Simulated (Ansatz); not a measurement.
CoIrPt:
```
CELL_PARAMETERS angstrom
      2.69313     0.00000     0.00000
     -1.34657     2.33232     0.00000
      0.00000     0.00000     6.57771
ATOMIC_POSITIONS crystal
  Co 0.00000 0.00000 0.99516
  Pt 0.33333 0.66667 0.31909
  Ir 0.66667 0.33333 0.68574
```
The run is spin-polarised; directions of the spins, atom by atom: ↑ ↑ ↑.

Relaxed with r²SCAN. Special points in fractions of this cell's reciprocal vectors: Γ (0.000, 0.000, 0.000); M (0.500, 0.000, 0.000); K (0.333, 0.333, 0.000); A (0.000, 0.000, 0.500); L (0.500, 0.000, 0.500); H (0.333, 0.333, 0.500).

### Question
List the band energies nearest the Fermi level at these points for plane-wave PAW r²SCAN (Ansatz code).

### Answer
In eV from the Fermi level; about four levels below and three above (degenerate sets whole), none deeper than 8.9 eV; … stands for higher levels left out; points with the same levels are listed once.

```csv
k,below,above
Γ ↑,-1.37 -1.37 -0.32 -0.32,10.34 …
M ↑,-2.86 -2.37 -0.77 -0.38,0.20 1.54 1.74
K ↑,-2.29 -1.94 -1.34 -0.72,4.17 4.57 5.72
A ↑,-1.55 -1.55 -0.31 -0.08 -0.08,6.31 …
L ↑,-2.02 -1.00 -0.93 -0.41,0.19 1.53 2.05
H ↑,-2.44 -1.71 -0.71 -0.18,4.64 4.69 6.26
Γ ↓,-1.75 -1.75 -1.33 -0.52 -0.52,0.13 0.13 0.93 0.93
M ↓,-2.55 -1.96 -1.55 -1.43,0.55 0.80 1.24
K ↓,-2.64 -2.39 -1.93 -0.32,0.07 0.13 0.49
A ↓,-0.95 -0.95 -0.45 -0.02 -0.02,1.30 1.30 7.05
L ↓,-1.86 -0.85 -0.74 -0.55,0.55 0.63 0.90
H ↓,-2.71 -2.08 -0.53 -0.28,0.67 0.79 1.26
```

Space group P3m1. The start of the workflow was typed in or built on a structure type; neither database checked (COD, Materials Project) lists it. Whether it is the stable phase at ambient conditions was not checked. The cell was relaxed with r²SCAN under the symmetry of its start; its stability against distortions is not shown here. The final state is ferromagnetic, chosen from 3 collinear starts compared on coarse meshes (ties went to the first, and starts can fall back to one state), not a proven ground state. Other orbital occupations within this spin state were not tried. Scalar-relativistic: spin–orbit coupling is off unless named, which matters more the heavier the elements.

Potentials: the later of the program's two PAW sets.
